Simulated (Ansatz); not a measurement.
Here is an unrelaxed guess for BiAsS.

Space group P6_3/mmc (No. 194). a = 4.701 Å, b = 4.701 Å, c = 9.288 Å, α = 90.00°, β = 90.00°, γ = 120.00°
| atom | site | symmetry | x | y | z |
| --- | --- | --- | --- | --- | --- |
| Bi | 2a | -3m. | 0.0000 | 0.0000 | 0.5000 |
| As | 2c | -6m2 | 0.3333 | 0.6667 | 0.2500 |
| S | 2d | -6m2 | 0.6667 | 0.3333 | 0.2500 |

All numbers below come from Ansatz, DFT PBE, scalar-relativistic, plane waves, PAW. Plane waves to 420 eV, a k mesh through Γ of 6×6×2 on the computed 6-atom cell and Gaussian smearing (0.10 eV); no spin polarisation.

Formation energies are uncorrected and refer to the elements' standard structures at the same level.

Task: How far from equilibrium is it?

Result: The pressure is -7.3 GPa (the mean over three directions, positive in compression), the largest force is 0.00 eV/Å (symmetry fixes the atoms), and the energy is +0.61 eV/atom against the elements. The shortest distance is 2.71 Å.

Task: Is it a good guess?

Result: A rough one: relaxing gains about 0.24 eV/atom (the start's value is from the coarse mesh, so the gain is rough) in 12 ionic steps and ends at +0.37 eV/atom on the finer mesh. The symmetry stays P6_3/mmc (No. 194). The volume per atom shrinks by 22.9 %, from 29.6 to 22.8 Å³. The shortest distance goes from 2.71 Å (As–S) to 2.67 Å (As–S). The ratio c/a of the conventional cell changes by a factor of 0.81. Conventional cell: a = 4.629 Å, c = 7.385 Å. Bi is surrounded by 6 As at 3.25 Å, 6 S at 3.25 Å and 2 Bi at 3.69 Å; As is surrounded by 3 S at 2.67 Å and 6 Bi at 3.25 Å; around S lie 3 As at 2.67 Å and 6 Bi at 3.25 Å.

The last run used a 12×12×6 mesh (in the run's order of axes) for its 6-atom cell and Gaussian smearing of 0.10 eV. Spin–orbit coupling, which can matter for Bi, is left out. The reference forms of As and S are held partly by dispersion forces, which this level lacks. The relaxation can't lower the symmetry of the start, and the grade says only how near the guess is to its own end. A structure relaxed within its symmetry needn't be a true minimum. Another cell of BiAsS relaxed alike, in P4/nmm, lies 255 meV/atom lower, so this cell isn't the stable form at this level.
